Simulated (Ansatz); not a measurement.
BeS:
```yaml
crystal:
  lattice:
    - [3.46355, 0.00000, 0.00000]
    - [-1.73178, 2.99952, 0.00000]
    - [0.00000, 0.00000, 6.07438]
  atoms:
    - { symbol: Be, position: [0.33333, 0.66667, 0.25000] }
    - { symbol: Be, position: [0.66667, 0.33333, 0.75000] }
    - { symbol: S, position: [0.33333, 0.66667, 0.75000] }
    - { symbol: S, position: [0.66667, 0.33333, 0.25000] }
```

Relaxed with PBE+D3(BJ). Special points in fractions of this cell's reciprocal vectors: Γ (0.000, 0.000, 0.000); M (0.500, 0.000, 0.000); K (0.333, 0.333, 0.000); A (0.000, 0.000, 0.500); L (0.500, 0.000, 0.500); H (0.333, 0.333, 0.500).

Task: List the band energies nearest the valence-band maximum at these points for PBE+D3(BJ) in the plane-wave PAW code Ansatz.

Result: In eV from the valence-band maximum; about four levels below and three above (degenerate sets whole), none deeper than 8.9 eV; points with the same levels are listed once.

| k | below | above |
|---|---|---|
| Γ | -1.66 -1.66 -1.14 -1.14 -0.09 | 4.99 5.12 5.30 5.30 |
| M | -3.14 -2.58 -2.42 -0.93 | 3.89 4.28 5.20 |
| K | -4.49 -4.49 -4.14 -1.61 -1.61 | 5.40 5.51 5.51 |
| A | -1.41 -1.41 -1.41 -1.41 | 5.66 5.66 5.66 5.66 |
| L | -2.81 -2.81 -1.09 -1.09 | 3.57 3.57 4.65 4.65 |
| H | -4.69 -4.69 -0.66 -0.66 | 3.58 3.58 7.28 7.28 |

Space group P6_3/mmc. The cell is a constructed one: a structure type filled with these elements; neither database checked (COD, Materials Project) lists it. COD files the formula under space group No. 216, so this cell is another polymorph or a model. Whether it is the stable phase at ambient conditions was not checked. Symmetry was held in the PBE+D3(BJ) relaxation. At this level the phase is dynamically unstable (imaginary phonons).

Potentials: the later of the program's two PAW sets.
